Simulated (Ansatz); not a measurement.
MgH₂:
```xyz
6
Lattice="4.4849 0.0000 0.0000 0.0000 4.4849 0.0000 0.0000 0.0000 2.9966" Properties=species:S:1:pos:R:3 pbc="T T T"
Mg     2.2425     2.2425     1.4983
Mg     0.0000     0.0000     0.0000
H      3.1188     3.1188     0.0000
H      1.3662     1.3662     0.0000
H      3.6086     0.8763     1.4983
H      0.8763     3.6086     1.4983
```

Relaxed with r²SCAN. Special points in fractions of this cell's reciprocal vectors: Γ (0.000, 0.000, 0.000); X (0.000, 0.500, 0.000); M (0.500, 0.500, 0.000); Z (0.000, 0.000, 0.500); R (0.000, 0.500, 0.500); A (0.500, 0.500, 0.500).

### Question
List the band energies nearest the valence-band maximum at these points for the program Ansatz at the r²SCAN level (PAW).

### Answer
In eV from the valence-band maximum; about four levels below and three above (degenerate sets whole), none deeper than 8.9 eV; points with the same levels are listed once.

```json
[
 {"k": "Γ", "below": "-6.60 -1.47 -1.47 -0.40", "above": "5.24 5.74 9.98 9.98"},
 {"k": "X", "below": "-4.91 -4.91 -0.52 -0.52", "above": "5.99 5.99 10.89 10.89"},
 {"k": "M", "below": "-3.80 -3.80 -2.77 -2.77", "above": "9.85 9.85 9.94 9.94"},
 {"k": "Z", "below": "-3.07 -3.07 -0.11 -0.11", "above": "7.16 7.16 7.54 7.54"},
 {"k": "R", "below": "-2.33 -2.33 -1.07 -1.07", "above": "5.81 5.81 7.52 7.52"},
 {"k": "A", "below": "-1.94 -1.94 -0.98 -0.98", "above": "4.58 4.58 4.74 4.74"}
]
```

Space group P4_2/mnm (rutile). The r²SCAN relaxation kept the symmetry of its start.

Potentials: the later of the program's two PAW sets.
